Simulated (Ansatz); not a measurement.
**What DFT gives for La₂Pb**

```yaml
crystal:
  lattice:
    - [6.19315, 0.00000, 0.00000]
    - [-3.09657, 5.36343, 0.00000]
    - [0.00000, 0.00000, 8.62681]
  atoms:
    - { symbol: Pb, position: [0.50000, 0.50000, 0.16670] }
    - { symbol: Pb, position: [0.00000, 0.50000, 0.83337] }
    - { symbol: Pb, position: [0.50000, 0.00000, 0.50003] }
    - { symbol: La, position: [0.83820, 0.16180, 0.16670] }
    - { symbol: La, position: [0.67640, 0.83820, 0.83337] }
    - { symbol: La, position: [0.83820, 0.67640, 0.50003] }
    - { symbol: La, position: [0.16180, 0.83820, 0.16670] }
    - { symbol: La, position: [0.32360, 0.16180, 0.83337] }
    - { symbol: La, position: [0.16180, 0.32360, 0.50003] }
```

Single point in Ansatz 0.2.0 with r2SCAN, no spin polarisation. Cutoff 500 eV, PAW datasets, 6×6×4 Γ-centred k mesh, fermi-dirac filling (width 0.1 eV).

What do density and ELF say about some of the short contacts?

La–La at 3.36 Å: least valence density 0.13 e/Å³ and ELF 0.06 there. Pb–La at 3.40 Å: least valence density 0.16 e/Å³ and ELF 0.20 there. Both are smooth PAW fields, read partly inside the augmentation spheres.

Metal or insulator?

It is a metal, with about 8.6 states/eV a cell as the mean within 0.25 eV of the Fermi level, mostly La d (64 %) and Pb p (18 %).

How is the charge shared?

Bader charges in e: La +0.72, Pb -1.44. In the mean La gives up most and Pb takes most.

What is the formation energy?

-0.54 eV an atom against the elements' usual phases (free molecules for gases, crystals otherwise, with no correction for O₂ or N₂), so it is bound against them; other compounds may still compete. Relaxing would lower it.

Origin: a known structure type with other elements, at an estimated volume, so it need not be a known compound. Caveats: f levels without a U or exact exchange are poorly placed.
